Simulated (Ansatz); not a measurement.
AlCu3:
```
AlCu3
1.0
    3.64252     0.00000     0.00000
    0.00000     3.64252     0.00000
    0.00000     0.00000     3.64252
Al Cu
1 3
Direct
  0.00000   0.00000   0.00000
  0.50000   0.50000   0.00000
  0.00000   0.50000   0.50000
  0.50000   0.00000   0.50000
```

This is the r²SCAN-relaxed structure.

### Question
All from r²SCAN in the plane-wave PAW code Ansatz, unless another level is named. Give the formation energy from the elements (no fitted shifts).

### Answer
-18 kJ/mol of atoms.

### Question
What about the density of states at the Fermi level?

### Answer
0.29 states/eV per atom (mean over ±0.08 eV).

Space group Pm-3m (Cu3Au type). The first step of the workflow began from a Materials Project structure, measured or hypothetical; the Crystallography Open Database copy checked does not list it. With Al and Cu taken as one species the cell has the higher symmetry Fm-3m, so it may be an ordered model of a mixed-site phase. Whether it is the stable phase at ambient conditions was not checked. Symmetry was held in the r²SCAN relaxation; of distortions, only those at the zone centre were tested. No spin polarisation was allowed. The references are the lowest solids computed at this level, not always the standard phases.

Potentials: the later of the program's two PAW sets.
